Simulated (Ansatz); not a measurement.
A relaxed structure of SrVO₃. Space group Pm-3m (No. 221), cubic perovskite type. Calculation: PBEsol (plane waves to 420 eV, PAW, scalar-relativistic; Ansatz, a first-principles code).

```cif
data_O3SrV
_chemical_formula_sum 'O3 Sr1 V1'
_space_group_name_H-M_alt 'Pm-3m'
_space_group_IT_number 221
_space_group_name_Hall '-P 4 2 3'
_cell_length_a 3.80947
_cell_length_b 3.80947
_cell_length_c 3.80947
_cell_angle_alpha 90.000
_cell_angle_beta 90.000
_cell_angle_gamma 90.000
loop_
_atom_site_label
_atom_site_type_symbol
_atom_site_symmetry_multiplicity
_atom_site_Wyckoff_symbol
_atom_site_fract_x
_atom_site_fract_y
_atom_site_fract_z
_atom_site_occupancy
O1 O 3 d 0.00000 0.00000 0.50000 1
Sr1 Sr 1 b 0.50000 0.50000 0.50000 1
V1 V 1 a 0.00000 0.00000 0.00000 1
```

**Question.** Give the magnetic moment at the level PBEsol.

**Answer.** Zero (the starting moments vanished).

No spin polarisation in the result: the starting moments vanished. The relaxed primitive cell holds an odd number of electrons. A magnetic state may lie lower. No Hubbard U is applied.

The run could not lose the symmetry of its start.

All atoms sit on sites fixed by symmetry, so only the cell could relax.
